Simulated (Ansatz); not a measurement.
# AlW3: start and end of a relaxation

The cell of AlW3 is invented: random cell by space group and Wyckoff sites (Pm-3m, No. 221). Lengths were set from tabulated atomic sizes, so they are only a guess.

start.xyz

```xyz
4
Lattice="4.1918 0.0000 0.0000 0.0000 4.1918 0.0000 0.0000 0.0000 4.1918" Properties=species:S:1:pos:R:3 pbc="T T T"
Al    0.0000    0.0000    0.0000
W     2.0959    0.0000    0.0000
W     0.0000    2.0959    0.0000
W     0.0000    0.0000    2.0959
```

Level of theory: DFT PBE, scalar-relativistic, plane waves, PAW in Ansatz. Cutoff 420 eV, Gaussian smearing, Γ-centred meshes. Cell and atoms relax first on a coarse mesh and then on a finer one. In between, the cell is made exact in the group found at 0.06 Å. In metals the finer mesh still leaves noise of several meV/atom or more. The steps can't lower the symmetry of their start. No spin polarisation.

end.xyz

```xyz
4
Lattice="4.5903 0.0000 0.0000 0.0000 4.5903 0.0000 0.0000 0.0000 4.5903" Properties=species:S:1:pos:R:3 pbc="T T T"
Al    0.0000    0.0000    0.0000
W     2.2952    0.0000    0.0000
W     0.0000    2.2952    0.0000
W     0.0000    0.0000    2.2952
```

The symmetry stays Pm-3m (No. 221). The end has the ReO3 type. The volume per atom grows by 31.3 %, from 18.4 to 24.2 Å³. The shortest distance goes from 2.10 Å (Al–W) to 2.30 Å (Al–W). The energy falls by about 0.72 eV/atom (the start's value is from the coarse mesh).

| Item | Value |
| --- | --- |
| Volume per atom | 24.18 Å³ |
| Density | 9.93 g/cm³ |
| Energy over the elements | +3.19 eV/atom |
| Gap on the 10×10×10 mesh of the 4-atom cell | 0 eV (a metal) |

Formation energies are uncorrected and refer to the elements' standard structures at the same level. A positive value: parting into the elements would lower its energy.

The last run used Gaussian smearing of 0.10 eV. These runs have no spin–orbit coupling, which can matter for W. The cell is a metal run without spin; a magnetic state may lie lower. Symmetry constrained the relaxation, so the result can be a saddle point. In all, the 3 runs took 38 s on 1 thread of Intel(R) Xeon(R) Platinum 8259CL CPU @ 2.50GHz (Skylake/Cascade Lake), with other jobs on the host. Another cell of AlW3 relaxed alike, in P4/mmm, lies 3.05 eV/atom lower, so this cell isn't the stable form at this level.
